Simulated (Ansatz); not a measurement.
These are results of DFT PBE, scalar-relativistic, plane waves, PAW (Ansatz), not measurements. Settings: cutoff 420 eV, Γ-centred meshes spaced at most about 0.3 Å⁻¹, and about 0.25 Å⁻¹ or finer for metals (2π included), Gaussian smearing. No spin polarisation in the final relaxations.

These are static total energies at zero pressure.

Two forms of InCuO were relaxed alike.

A.

Space group P4/mmm (No. 123). a = 3.826 Å, b = 3.826 Å, c = 3.647 Å, α = 90.00°, β = 90.00°, γ = 90.00°
```
atom  site  symmetry       x       y       z
  In    1d     4/mmm  0.5000  0.5000  0.5000
  Cu    1a     4/mmm  0.0000  0.0000  0.0000
   O    1b     4/mmm  0.0000  0.0000  0.5000
```

B.

Space group P-6m2 (No. 187). a = 4.252 Å, b = 4.252 Å, c = 3.075 Å, α = 90.00°, β = 90.00°, γ = 120.00°
```
atom  site  symmetry       x       y       z
  In    1f      -6m2  0.6667  0.3333  0.5000
  Cu    1d      -6m2  0.3333  0.6667  0.5000
   O    1a      -6m2  0.0000  0.0000  0.0000
```

Task: Which is lower in energy, and by how much?

Result: A is lower, by 0.86 eV/atom. A has space group P4/mmm (No. 123), 17.8 Å³/atom and no gap on its mesh; B has space group P-6m2 (No. 187), 16.1 Å³/atom and no gap. Counting O atoms around Cu and In (those within 1.25 times the shortest such distance or 1.15 times the sum of covalent radii; the shortest distance is added where it is long for a bond), A has In 4 from 2.7 Å, Cu 2 and B has In 6 from 2.9 Å, Cu 6 from 2.9 Å. The lower one is the more open, so pressure narrows the difference. In A, In has 4 O at 2.71 Å; Cu is surrounded by 2 O at 1.82 Å; around O lie 2 Cu at 1.82 Å and 4 In at 2.71 Å. In B, around In lie 3 Cu at 2.46 Å, 6 O at 2.90 Å and 2 In at 3.08 Å; around Cu lie 3 In at 2.46 Å, 6 O at 2.90 Å and 2 Cu at 3.08 Å; O is surrounded by 6 Cu at 2.90 Å, 6 In at 2.90 Å and 2 O at 3.08 Å. Both come from invented guesses. A third cell relaxed alike, in Pmma, lies 155 meV/atom below the lower of the two; the P4/mmm cell fell into it when its atoms were moved at random.

The zero gap of P4/mmm, P-6m2 may come from the functional, which often closes small gaps, or the cell may be a true semimetal. No Hubbard U is applied to the 3d shell of Cu. Cells relaxed within their symmetry can be saddle points; a later kick test found a lower structure for InCuO P4/mmm.
